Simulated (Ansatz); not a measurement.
Structure optimisation: scandium, beta-Sn type

Theory: DFT, r2SCAN, plane waves (500 eV) with PAW, scalar-relativistic (Ansatz). The PAW files were generated under PBE, with cores re-solved for the functional.

k-point mesh 11×11×8, Fermi-Dirac smearing 0.05 eV, starting moments 1.00 ×2 μB. Cell and atoms relax.

Starting structure:

```yaml
crystal:
  lattice:
    - [-2.8861208363, 2.8861208363, 1.5758219766]
    - [2.8861208363, -2.8861208363, 1.5758219766]
    - [2.8861208363, 2.8861208363, -1.5758219766]
  atoms:
    - { symbol: Sc, position: [0.0, 0.0, 0.0], spin: 1.0 }
    - { symbol: Sc, position: [0.75, 0.25, 0.5], spin: 1.0 }
hamiltonian:
  xc: r2scan
  pseudopotentials:
    kind: paw
    azcp:
      Sc: "pseudopotentials/Sc.paw.azcp"
basis:
  ecutwfc: 500
  fft_grid_basis: typed
kpoints:
  mp_grid: { grid: [11, 11, 8], shift: [0, 0, 0] }
magnetization:
  spin_polarized: true
scf:
  occupations: { method: fermi_dirac, width: 0.05 }
relax:
  max_steps: 60
  f_tol: 0.01
  cell: {}
```

Q: The pressure at the start is -2.8 GPa. By how much does the volume change?

A: From 26.25 to 24.84 Å³ per atom, -5.4 %. The final cell has a = 3.091 Å, b = 6.021 Å, c = 10.674 Å.

The cell has left the beta-Sn structure type; it ends in Fddd.

Q: How much energy does the relaxation gain?

A: 307.2 meV per atom.

Path of the relaxation (the plane waves are chosen anew near the end, which can shift the energy a little):

```
step  E − E(final) (meV/atom)  V (Å³/atom)  P (GPa)  max force (eV/Å)
   0                   307.24       26.252    -2.77             0.000
   1                   290.28       24.398     0.28             0.001
   2                   289.80       24.502    -0.01             0.000
   3                   290.64       24.502    -0.03             0.000
   4                   290.62       24.486     0.00             0.001
   5                   290.22       24.233     0.49             0.013
   6                   287.26       23.604     1.84             0.045
   7                   265.38       23.234     2.92             0.046
   8                   216.97       23.186     3.62             0.028
   9                   162.10       23.519     3.11             0.021
  10                   105.85       24.350     0.96             0.050
  11                    50.00       24.182     1.10             0.039
  12                    14.09       24.424     0.54             0.008
  13                     7.81       24.759    -0.17             0.045
  14                     6.78       24.698    -0.02             0.000
  15                     6.77       24.688     0.00             0.000
  16                     0.65       24.688     0.25             0.000
  17                     0.11       24.786     0.08             0.000
  18                     0.09       24.836    -0.01             0.000
  19                     0.00       24.836    -0.01             0.000
```

The k-point mesh keeps fewer symmetry operations than the starting structure has, so the cell can leave it.

Q: Which magnetic state does it end in?

A: non-magnetic.
